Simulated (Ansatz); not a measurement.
## Two Ansatz runs on GdCu

The cell comes from COD entry 2310294, which wasn't checked; take it as a given geometry.

First run: DFT, r2SCAN, PAW with Ansatz's default frozen-core files, scalar-relativistic (Ansatz 0.2.0).

Command: `ansatz run input.yaml --threads 1 --pin off --max-ram 3072MiB --backend cpu --events-out ev --progress --plain --runs-dir out` The run took 66 s on 1 thread of Arm Neoverse V1, on a shared host.

```yaml
crystal:
  lattice:
    - [3.502, 0.0, 0.0]
    - [0.0, 3.502, 0.0]
    - [0.0, 0.0, 3.502]
  atoms:
    - { symbol: Gd, position: [0.5, 0.5, 0.5], spin: 7.0 }
    - { symbol: Cu, position: [0.0, 0.0, 0.0] }
magnetization:
  spin_polarized: true
kpoints:
  mp_grid: { grid: [9, 9, 9] }
scf:
  occupations: { method: fermi_dirac, width: 0.05 }
hamiltonian:
  xc: r2scan
  pseudopotentials: { kind: paw }
output:
  forces: true
  stress: true
  efg: { contact_densities: true }
relax:
  f_tol: 0.005
  max_steps: 80
  cell: {}
```

Result: converged; relaxed volume 21.189 Å³/atom; moment 7.18 μB; 49 SCF iterations in all.

Semilocal functionals without a Hubbard term describe localised f shells poorly; where the shell is localised, the real material differs.

Spin–orbit coupling is left out, though it moves levels of the heavy atoms by tenths of an eV or more.

The input is then changed:

```diff
@@ -13,4 +13,5 @@
 scf:
   occupations: { method: fermi_dirac, width: 0.05 }
+  convergence: { dr2_threshold: 1.0e-05 }
 hamiltonian:
   xc: r2scan
```

(1) Predict the outcome of the changed run.

Answers

(1) It converged; energy at zero smearing 0.0 meV/atom from the first run; relaxed volume 21.191 Å³/atom; moment 7.18 μB; 33 SCF iterations in all. Some of these settings are too coarse for converged properties.
